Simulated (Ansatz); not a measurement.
# Ansatz 0.2.0, relaxation: Sr$_{2}$Ca

The command:

```bash
ansatz run input.yaml --threads 2 --pin off --max-ram 2560MiB --backend cpu --events-out ev --progress --plain --runs-dir out
```

input.yaml:

```yaml
crystal:
  lattice:
    - [5.931762, 0.0, 0.0]
    - [-2.965881, 5.137062, 0.0]
    - [0.0, 0.0, 8.262714]
  atoms:
    - { symbol: Ca, position: [0.5, 0.5, 0.1667] }
    - { symbol: Ca, position: [0.0, 0.5, 0.83337] }
    - { symbol: Ca, position: [0.5, 0.0, 0.50003] }
    - { symbol: Sr, position: [0.8382, 0.1618, 0.1667] }
    - { symbol: Sr, position: [0.6764, 0.8382, 0.83337] }
    - { symbol: Sr, position: [0.8382, 0.6764, 0.50003] }
    - { symbol: Sr, position: [0.1618, 0.8382, 0.1667] }
    - { symbol: Sr, position: [0.3236, 0.1618, 0.83337] }
    - { symbol: Sr, position: [0.1618, 0.3236, 0.50003] }
  symmetry: { tolerance: 0.0003 }
kpoints:
  mp_grid: { grid: [7, 7, 4], shift: [0, 0, 0] }
magnetization:
  spin_polarized: false
scf:
  occupations: { method: fermi_dirac }
  lower_state_search: "off"
hamiltonian:
  pseudopotentials: { kind: paw }
  xc: pbe
basis:
  ecutwfc: 420
  fft_grid_basis: typed
relax:
  max_steps: 60
  cell: { p_target: 0.0 }
output:
  forces: true
  stress: true
  eigenvalues: true
  bader: true
  populations: true
  elf: true
  write_potential: true
  volumetric_format: npy
  dos:
    e_range: [-12, 8]
    de: 0.05
    projected: { site_lists: { Ca: [Ca], Sr: [Sr] } }
  write_density: true
checkpoint:
  read: saved_state
```

Origin of the cell: a known structure type with other elements, at an estimated volume, so it need not be a known compound.

The smearing width isn't typed, so it takes its default of 0.1 eV.

The saved state is a converged single point of the same cell.

Steps («new basis» is an SCF on plane waves selected anew at the same cell):

```
step  ΔF (meV/atom)  max force component (eV/Å)  P (GPa)  volume (Å³)  SCF iterations   step was
   1            0.0                       0.404    18.50       251.78               6   accepted
   2         -362.4                       0.249    12.37       285.24               6   accepted
   3         -615.3                       0.137     7.76       321.27               6   accepted
   4         -779.5                       0.066     4.31       360.67               6   accepted
   5         -867.8                       0.025     1.74       403.34               6   accepted
   6         -890.6                       0.006     0.17       438.35               6   accepted
   7         -890.8                       0.001     0.00       442.47               5   accepted
   8         -904.2                       0.001     0.43       442.47               7  new basis
   9         -906.3                       0.002     0.10       453.28               4   accepted
  10         -906.4                       0.001    -0.01       457.10               5   accepted
  11         -906.4                       0.001    -0.01       457.10               5  new basis
```

The starting structure.

Space group P6_422 (No. 181); the run's cell has a = 5.932 Å, b = 5.932 Å, c = 8.263 Å, α = 90.00°, β = 90.00°, γ = 120.00°. Shortest distances: Sr–Sr 3.22 Å, Ca–Sr 3.26 Å.

The relaxed structure.

Space group P6_422 (No. 181); the run's cell has a = 7.121 Å, b = 7.121 Å, c = 10.407 Å, α = 90.00°, β = 90.00°, γ = 120.00°. Shortest distances: .

```yaml
crystal:
  lattice:
    - [7.12141, 0.00000, 0.00000]
    - [-3.56070, 6.16732, 0.00000]
    - [0.00000, 0.00000, 10.40749]
  atoms:
    - { symbol: Ca, position: [0.50000, 0.50000, 0.16667] }
    - { symbol: Ca, position: [0.00000, 0.50000, 0.83333] }
    - { symbol: Ca, position: [0.50000, 0.00000, 0.50000] }
    - { symbol: Sr, position: [0.83140, 0.16860, 0.16667] }
    - { symbol: Sr, position: [0.66280, 0.83140, 0.83333] }
    - { symbol: Sr, position: [0.83140, 0.66280, 0.50000] }
    - { symbol: Sr, position: [0.16860, 0.83140, 0.16667] }
    - { symbol: Sr, position: [0.33720, 0.16860, 0.83333] }
    - { symbol: Sr, position: [0.16860, 0.33720, 0.50000] }
```

| Item | Value |
| --- | --- |
| Free energy lowered by | 906.4 meV/atom |
| Volume change | 81.55 % |
| Final pressure | -0.01 GPa |
| Relaxation steps listed | 11 |
| Gap on the mesh | none (metal) |

Caveats: the relaxation held the start's symmetry, so the end may be a saddle point.

The run took 5 min on 2 threads of Arm Neoverse V1, with other jobs on the host, peak memory 0.85 GiB, from a saved density.
